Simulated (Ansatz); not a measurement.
**Elastic constants of NaF at -1.4 GPa (stress–strain coefficients): input and output**

Theory: Ansatz 0.2.0, DFT LDA, scalar-relativistic, plane waves, PAW.

Launched with:
```bash
ansatz run input.yaml --threads 1 --pin off --max-ram 2560MiB --backend cpu --events-out ev --progress --plain --runs-dir out
```

Input (bare energies are in eV):
```yaml
crystal:
  lattice:
    - [0.0, 2.27, 2.27]
    - [2.27, 0.0, 2.27]
    - [2.27, 2.27, 0.0]
  atoms:
    - { symbol: Na, position: [0.0, 0.0, 0.0] }
    - { symbol: F, position: [0.5, 0.5, 0.5] }
basis:
  ecutwfc: 420
kpoints:
  mp_grid: { grid: [8, 8, 8] }
hamiltonian:
  xc: lda
scf:
  occupations: { method: fixed }
output:
  forces: true
  stress: true
  eigenvalues: true
elastic:
  mode: relaxed_ion
  stencil: two_point
```

From the output:
```
--- Elastic constants: 2 strain directions × 2 members + reference (group order 48) ---
  dense FFT box of the reference and of every strained cell: 24×24×24
  strains applied: 11, 23; error gains: componentwise 1.00 (the most a stress slope's error grows in a printed constant), spectral 1.73 (1 for all six strains in a standard setting)
  C = ∂σ_k/∂η_j (tension-positive GPa; Voigt order 11 22 33 23 13 12):
       117.605     22.814     22.814      0.000      0.000      0.000
        22.814    117.605     22.814      0.000      0.000     -0.000
        22.814     22.814    117.605      0.000     -0.000     -0.000
        -0.000      0.000      0.000     29.193     -0.000     -0.000
        -0.000      0.000     -0.000      0.000     29.193      0.000
        -0.000      0.000     -0.000     -0.000     -0.000     29.193
  reference stress σ⁰ (GPa):      1.436      1.436      1.436     -0.000     -0.000     -0.000
  C* (energy form; C + prestress term) asymmetry max|C*_kj − C*_jk| = 7.105e-15 GPa — a small one proves nothing (zero by symmetry where the batch's group is 432, −43m or m−3m); a large one is finite-difference/SCF noise where every solve ...
  moduli (Voigt/Reuss/Hill, GPa): K = 54.41/54.41/54.41   G = 36.47/34.49/35.48   E = 87.44   ν = 0.232
  mechanically stable: yes (min eigenvalue of sym C = 29.19 GPa)
  strain η (Voigt 11):  stress-route row diagonal C_11 = 117.60 GPa, energy-path curvature d²(F+E_count+ΔE)/dδ²/Ω₀ = 118.42 GPa
         δ    σ_11 (GPa) F (eV) n_scf n_hpsi n_pw
    -2.000e-3       1.1968       -2263.0899915       7   12648    469   relax 0 steps, max|allowed force component| 4.48e-29 eV/Å
     2.000e-3       1.6672       -2263.0891425       5   10882    471   relax 0 steps, max|allowed force component| 7.90e-30 eV/Å
  strain η (Voigt 23):  stress-route row diagonal C_44 = 29.19 GPa, energy-path curvature d²(F+E_count+ΔE)/dδ²/Ω₀ = 29.51 GPa
         δ    σ_23 (GPa) F (eV) n_scf n_hpsi n_pw
    -2.000e-3      -0.0584       -2263.0895859       6   17267    469   relax 0 steps, max|allowed force component| 3.83e-29 eV/Å
     2.000e-3       0.0584       -2263.0895859       4   15443    469   relax 0 steps, max|allowed force component| 9.61e-30 eV/Å
```

It took 11 s on 1 thread of Intel(R) Xeon(R) Processor @ 2.50GHz (Skylake/Cascade Lake), on a shared host, peak memory 0.31 GiB.

The cell is the ideal cubic rocksalt prototype.